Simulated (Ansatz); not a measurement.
Here is the system:

GaAs:
```cif
data_AsGa
_chemical_formula_sum 'Ga1 As1'
_space_group_name_H-M_alt 'P4/mmm'
_space_group_IT_number 123
_space_group_name_Hall '-P 4 2'
_cell_length_a 2.64259
_cell_length_b 2.64259
_cell_length_c 5.35661
_cell_angle_alpha 90.000
_cell_angle_beta 90.000
_cell_angle_gamma 90.000
loop_
_atom_site_label
_atom_site_type_symbol
_atom_site_symmetry_multiplicity
_atom_site_Wyckoff_symbol
_atom_site_fract_x
_atom_site_fract_y
_atom_site_fract_z
_atom_site_occupancy
Ga1 Ga 1 b 0.00000 0.00000 0.50000 1
As1 As 1 a 0.00000 0.00000 0.00000 1
```

This is the LDA-relaxed structure.

Question: All from LDA (plane waves, PAW; program Ansatz), unless another level is named. Predict the electronic character.

Answer: metallic (no gap).

Question: What about the formation energy from the elements (no fitted shifts)?

Answer: 0.057 eV/atom.

Question: Give the density of states at the Fermi level.

Answer: 0.44 states/eV per atom (mean over ±0.08 eV).

The workflow started from a Materials Project entry (that database holds measured and hypothetical structures alike); the Crystallography Open Database copy checked does not list it. It is not the phase usual at ambient conditions (space group No. 216). The LDA relaxation kept the symmetry of its start; of distortions, only those at the zone centre were tested. The references are the lowest solids computed at this level, not always the standard phases. Spin–orbit coupling is left out wherever it is not named.

Potentials: the earlier of the program's two PAW sets.
